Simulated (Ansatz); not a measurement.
Relaxed-ion elastic tensor of W (A15 (β-W type), space group No. 223) in GPa (Voigt order), DFT-PBEsol in the program Ansatz with PAW potentials; density 19.17 g/cm³, 15.93 Å³ per atom.

```
628  162  162  0.0  0.0  0.0
162  628  162  0.0  0.0  0.0
162  162  628  0.0  0.0  0.0
0.0  0.0  0.0  101  0.0  0.0
0.0  0.0  0.0  0.0  101  0.0
0.0  0.0  0.0  0.0  0.0  101
```

Problem. Is the crystal mechanically stable?

Solution. Yes: the smallest eigenvalue of C is 101 GPa.

Problem. Work out the Voigt, Reuss and Hill averages.

Solution. K_V = 317, K_R = 317, K_H = 317; G_V = 154, G_R = 131, G_H = 142 GPa.

Problem. Give Young's modulus, Poisson's ratio, Pugh's ratio and the universal anisotropy index.

Solution. E = 9KG/(3K + G) = 371 GPa; ν = 0.31; K/G = 2.23 (ductile by the Pugh limit of 1.75); A_U = 5G_V/G_R + K_V/K_R − 6 = 0.89.

Problem. Estimate the sound speeds and the Debye temperature.

Solution. v_l = √((K + 4G/3)/ρ) = 5140 m/s, v_t = √(G/ρ) = 2720 m/s, mean 3040 m/s; Θ = (h/k)(3n/4πV)^(1/3) v_m = 360 K.

Problem. Give the Zener ratio and Young's modulus along [100], [110] and [111].

Solution. A = 2C44/(C11 − C12) = 0.43; 1/E = S11 − 2(S11 − S12 − S44/2)Γ with Γ = 0, 1/4, 1/3 gives 561, 314, 274 GPa.

Problem. Solve the Christoffel equation for the three sound speeds along [100], [110], [111].

Solution. Eigenvalues of C_ijkl n_j n_l equal ρv². In km/s, slowest first: [100] 2.30, 2.30, 5.72; [110] 2.30, 3.49, 5.09; [111] 3.14, 3.14, 4.86.

Space group Pm-3n (A15 (β-W type)). The workflow started from an entry of the Crystallography Open Database (COD), which files this formula under 6 space groups. It is not the phase usual at ambient conditions (space group No. 229). Symmetry was held in the PBEsol relaxation; of distortions, only those at the zone centre were tested. The run is not spin-polarised. As this level gives no gap, shear constants depend on the k-mesh and smearing (Fermi–Dirac, 0.1 eV here). Spin–orbit coupling is left out wherever it is not named.

Potentials: the later of the program's two PAW sets.
